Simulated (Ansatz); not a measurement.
The relaxation started from an entry of Materials Project.

A relaxed cell of Ba(MgAs)₂ (P-3m1 (No. 164)), relaxed on a k-mesh at least as fine as the one used below. Computed with r2SCAN (plane waves to 500 eV, PAW, scalar-relativistic; Ansatz, a program for electronic structure). Γ-centred k-mesh 6×6×3 on the run's cell (coarser than for final values), Fermi–Dirac smearing 0.05 eV.

```yaml
crystal:
  lattice:
    - [4.48516, 0.00000, 0.00000]
    - [-2.24258, 3.88426, 0.00000]
    - [0.00000, 0.00000, 7.75751]
  atoms:
    - { symbol: Ba, position: [0.00000, 0.00000, 0.00000] }
    - { symbol: Mg, position: [0.66667, 0.33333, 0.37752] }
    - { symbol: Mg, position: [0.33333, 0.66667, 0.62248] }
    - { symbol: As, position: [0.66667, 0.33333, 0.72575] }
    - { symbol: As, position: [0.33333, 0.66667, 0.27425] }
```

The atoms are displaced by (Å):

| atom | ux | uy | uz |
|---|---|---|---|
| Ba1 | -0.520 | 0.468 | 0.153 |
| Mg2 | -0.034 | 0.121 | -0.172 |
| Mg3 | 0.132 | -0.251 | 0.338 |
| As4 | -0.163 | 0.300 | -0.053 |
| As5 | 0.077 | 0.200 | 0.120 |

**Question.** What forces (eV/Å) and pressure result?

**Answer.** 
```csv
atom,Fx,Fy,Fz
Ba1,1.01,-0.65,-0.72
Mg2,0.11,0.51,1.43
Mg3,-4.66,2.58,-2.05
As4,4.45,-2.12,1.37
As5,-0.91,-0.33,-0.03
```

Pressure +5.0 GPa.

**Question.** Estimate the energy cost of the displacement in the harmonic approximation and compare with the calculation.

**Answer.** For a harmonic well ΔE = −½ Σ F·u = 2.324 eV a cell, or 465 meV/atom. The calculated energy relative to the undisplaced cell is +0.406 eV/atom, so anharmonic terms matter at this amplitude.

No spin polarisation in the result.

The run that gave the undisplaced cell could not lose the symmetry of its start; a randomly shaken copy of 5 atoms returns to this structure.
